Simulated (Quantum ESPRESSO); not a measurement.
PSi2BC4, input and log of a self-consistent run

Computed values, not a measurement. The program is pw.x of Quantum ESPRESSO 7.5 (plane-wave density functional theory). The cell is made up: 8 atoms on a zincblende/diamond lattice, with randomly drawn elements, strain and displacements, not relaxed. PseudoDojo standard norm-conserving files (v0.5 for PBE, v0.4.1 for LDA and PBEsol) set the functional; there is no spin polarisation, spin-orbit coupling or dispersion term, and the masses in the input are unused placeholders.

Input:

```
&control calculation='scf', pseudo_dir='./dojo.nc.sr.pbe.v0_5.standard.upf', outdir='./o', disk_io='medium', tprnfor=.true., tstress=.true. /
&system ibrav=0, nat=8, ntyp=4, nbnd=22, ecutwfc=82.02448710, nosym=.true., tot_charge=0,
 occupations='smearing', smearing='fd', degauss=0.0018374661
/
&electrons conv_thr=7.350e-09, electron_maxstep=60, /
ATOMIC_SPECIES
B 1.0 B.upf
C 1.0 C.upf
P 1.0 P.upf
Si 1.0 Si.upf
CELL_PARAMETERS angstrom
4.3159 -0.1059 0.001
-0.1058 4.311 0.0321
0.0002 0.0321 4.3135
ATOMIC_POSITIONS angstrom
P -0.0106 0.0334 0.0262
Si -0.0588 2.1439 2.1632
Si 2.1763 0.0168 2.1449
B 2.1567 2.0688 -0.0008
C 1.0876 1.0415 1.1074
C 0.9695 3.2642 3.2201
C 3.2069 1.0129 3.2016
C 3.1389 3.1753 1.0738
K_POINTS automatic
4 4 4 1 1 1
```

The log is shortened where brackets say so; the opening notice, blank lines, dates and the lines on written files are dropped, and the path of the files is cut. It prints rydbergs, bohrs and kilobars, and counts compression as positive stress.

```
     Program PWSCF v.7.5
     Parallel version (MPI & OpenMP), running on       1 processor cores
     Number of MPI processes:                 1
     Threads/MPI process:                     1
     [start-up lines left out]
     bravais-lattice index     =            0
     lattice parameter (alat)  =       8.1583  a.u.
     unit-cell volume          =     541.2403 (a.u.)^3
     number of atoms/cell      =            8
     number of atomic types    =            4
     number of electrons       =        32.00
     number of Kohn-Sham states=           22
     kinetic-energy cutoff     =      82.0245  Ry
     charge density cutoff     =     328.0979  Ry
     scf convergence threshold =      7.3E-09
     mixing beta               =       0.7000
     number of iterations used =            8  plain     mixing
     Exchange-correlation= PBE
                           (   1   4   3   4   0   0   0)
     [axes and pseudopotential details left out]
   Cartesian axes
     site n.     atom                  positions (alat units)
         1        P      tau(   1) = (  -0.0024553   0.0077365   0.0060687  )
         2        Si     tau(   2) = (  -0.0136199   0.4965951   0.5010656  )
         3        Si     tau(   3) = (   0.5041000   0.0038914   0.4968267  )
         4        B      tau(   4) = (   0.4995600   0.4791996  -0.0001853  )
         5        C      tau(   5) = (   0.2519226   0.2412444   0.2565089  )
         6        C      tau(   6) = (   0.2245669   0.7560921   0.7458771  )
         7        C      tau(   7) = (   0.7428196   0.2346197   0.7415919  )
         8        C      tau(   8) = (   0.7270686   0.7355000   0.2487261  )
     number of k points=    32  Fermi-Dirac smearing, width (Ry)=  0.0018
                       cart. coord. in units 2pi/alat
        k(    1) = (   0.1281349   0.1274000   0.1241532), wk =   0.0625000
        k(    2) = (   0.1280311   0.1255342   0.3743815), wk =   0.0625000
     [further k points left out]
     Dense  grid:    54383 G-vectors     FFT dimensions: (  48,  48,  48)
     Estimated max dynamical RAM per process >      62.26 MB
     Initial potential from superposition of free atoms
     starting charge      31.9982, renormalised to      32.0000
     Starting wfcs are   32 randomized atomic wfcs
     total cpu time spent up to now is        5.6 secs
     per-process dynamical memory:    48.9 Mb
     Self-consistent Calculation
     iteration #  1     ecut=    82.02 Ry     beta= 0.70
     Davidson diagonalization with overlap
     ethr =  1.00E-02,  avg # of iterations =  3.6
     total cpu time spent up to now is       16.1 secs
     total energy              =     -84.28223636 Ry
     estimated scf accuracy    <       1.37643268 Ry
     iteration #  2     ecut=    82.02 Ry     beta= 0.70
     Davidson diagonalization with overlap
     ethr =  4.30E-03,  avg # of iterations =  2.0
     total cpu time spent up to now is       24.4 secs
     total energy              =     -84.67672451 Ry
     estimated scf accuracy    <       0.61099180 Ry
     iteration #  3     ecut=    82.02 Ry     beta= 0.70
     Davidson diagonalization with overlap
     ethr =  1.91E-03,  avg # of iterations =  2.0
     total cpu time spent up to now is       30.2 secs
     total energy              =     -84.76909533 Ry
     estimated scf accuracy    <       0.02144541 Ry
     iteration #  4     ecut=    82.02 Ry     beta= 0.70
     Davidson diagonalization with overlap
     ethr =  6.70E-05,  avg # of iterations =  8.7
     total cpu time spent up to now is       42.8 secs
     total energy              =     -84.78054747 Ry
     estimated scf accuracy    <       0.00471425 Ry
     iteration #  5     ecut=    82.02 Ry     beta= 0.70
     Davidson diagonalization with overlap
     ethr =  1.47E-05,  avg # of iterations =  5.2
     total cpu time spent up to now is       55.0 secs
     total energy              =     -84.78103070 Ry
     estimated scf accuracy    <       0.00108991 Ry
     iteration #  6     ecut=    82.02 Ry     beta= 0.70
     Davidson diagonalization with overlap
     c_bands:  1 eigenvalues not converged
     ethr =  3.41E-06,  avg # of iterations =  5.6
     total cpu time spent up to now is       66.3 secs
     total energy              =     -84.78113421 Ry
     estimated scf accuracy    <       0.00011212 Ry
     iteration #  7     ecut=    82.02 Ry     beta= 0.70
     Davidson diagonalization with overlap
     c_bands:  1 eigenvalues not converged
     ethr =  3.50E-07,  avg # of iterations =  3.9
     total cpu time spent up to now is       75.2 secs
     total energy              =     -84.78117539 Ry
     estimated scf accuracy    <       0.00000323 Ry
     iteration #  8     ecut=    82.02 Ry     beta= 0.70
     Davidson diagonalization with overlap
     ethr =  1.01E-08,  avg # of iterations =  4.6
     total cpu time spent up to now is       82.8 secs
     total energy              =     -84.78117597 Ry
     estimated scf accuracy    <       0.00000312 Ry
     iteration #  9     ecut=    82.02 Ry     beta= 0.70
     Davidson diagonalization with overlap
     ethr =  9.75E-09,  avg # of iterations =  2.0
     total cpu time spent up to now is       91.9 secs
     total energy              =     -84.78117658 Ry
     estimated scf accuracy    <       0.00000004 Ry
     iteration # 10     ecut=    82.02 Ry     beta= 0.70
     Davidson diagonalization with overlap
     ethr =  1.11E-10,  avg # of iterations =  4.9
     total cpu time spent up to now is      107.0 secs
     total energy              =     -84.78117662 Ry
     estimated scf accuracy    <       0.00000003 Ry
     iteration # 11     ecut=    82.02 Ry     beta= 0.70
     Davidson diagonalization with overlap
     ethr =  1.07E-10,  avg # of iterations =  1.9
     total cpu time spent up to now is      114.5 secs
     End of self-consistent calculation
     [lines on levels left out]
!    total energy              =     -84.78117662 Ry
     estimated scf accuracy    <          3.3E-09 Ry
     smearing contrib. (-TS)   =      -0.00000000 Ry
     internal energy E=F+TS    =     -84.78117662 Ry
     The total energy is F=E-TS. E is the sum of the following terms:
     one-electron contribution =      21.07279853 Ry
     hartree contribution      =       9.16790574 Ry
     xc contribution           =     -30.04678724 Ry
     ewald contribution        =     -84.97509366 Ry
     convergence has been achieved in  11 iterations
     Forces acting on atoms (cartesian axes, Ry/au):
     atom    1 type  3   force =     0.02386965   -0.04064903   -0.04897042
     atom    2 type  4   force =     0.02865370    0.06341179   -0.02962217
     atom    3 type  4   force =    -0.02735448   -0.09067698   -0.01208101
     atom    4 type  1   force =    -0.02737842    0.02908230    0.01034941
     atom    5 type  2   force =    -0.00718016    0.06941698   -0.10457775
     atom    6 type  2   force =     0.02702440   -0.02408847    0.09014959
     atom    7 type  2   force =    -0.00053744    0.03921377    0.14296491
     atom    8 type  2   force =    -0.01709726   -0.04571037   -0.04821257
     Total force =     0.270345     Total SCF correction =     0.000018
     Computing stress (Cartesian axis) and pressure
          total   stress  (Ry/bohr**3)                   (kbar)     P=      -99.24
  -0.00061397   0.00083532   0.00009481          -90.32      122.88       13.95
   0.00083532  -0.00063379  -0.00032702          122.88      -93.23      -48.11
   0.00009481  -0.00032702  -0.00077620           13.95      -48.11     -114.18
     init_run     :      4.51s CPU      5.49s WALL (       1 calls)
     electrons    :    101.72s CPU    109.00s WALL (       1 calls)
     forces       :      2.21s CPU      2.26s WALL (       1 calls)
     stress       :      8.42s CPU      8.49s WALL (       1 calls)
     [timing details left out]
     PWSCF        :   1m57.02s CPU   2m 5.52s WALL
     JOB DONE.
```

In other units: free energy -1153.507 eV for the cell, pressure -9.92 GPa, largest force component 3.676 eV/Å. A rerun of the same cell at another strain at 1347 eV and a 6 x 6 x 6 mesh moved values by no more than 0.007 eV in energy, 0.07 GPa in stress and 0.003 eV/Å in force.